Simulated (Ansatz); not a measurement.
The relaxed structure here is a generated cell of PbS: the first start was made by placing the elements on the sites of a structure type, and the end was not matched to a known phase here, so it may be hypothetical. Known forms of PbS include space group No. 225.

A relaxed structure of PbS. Space group I4₁/amd (No. 141), AFLOW prototype AB_tI8_141_a_b ("40", as in NbP). Calculation: PBE (plane waves to 420 eV, PAW, scalar-relativistic; Ansatz, a first-principles code).

Space group I4₁/amd, origin choice 1 (No. 141); a = 4.147 Å, b = 4.147 Å, c = 12.237 Å, α = 90.00°, β = 90.00°, γ = 90.00°

```
atom  site  symmetry       x       y       z
----  ----  --------  ------  ------  ------
Pb      4a      -4m2  0.0000  0.0000  0.0000
S       4b      -4m2  0.0000  0.0000  0.5000
```
(The calculation used a cell of 4 atoms; values per cell refer to that cell.)

### Question
Give the band gap at the level PBE.

### Answer
No gap on the sampled points, where the bands overlap only slightly; such a result is sensitive to mesh and level.

No spin polarisation in the result.

The run could not lower the symmetry of its start; a shaken copy of this end point relaxes with PBE to Fm-3m (No. 225), 0.34 eV/atom lower.
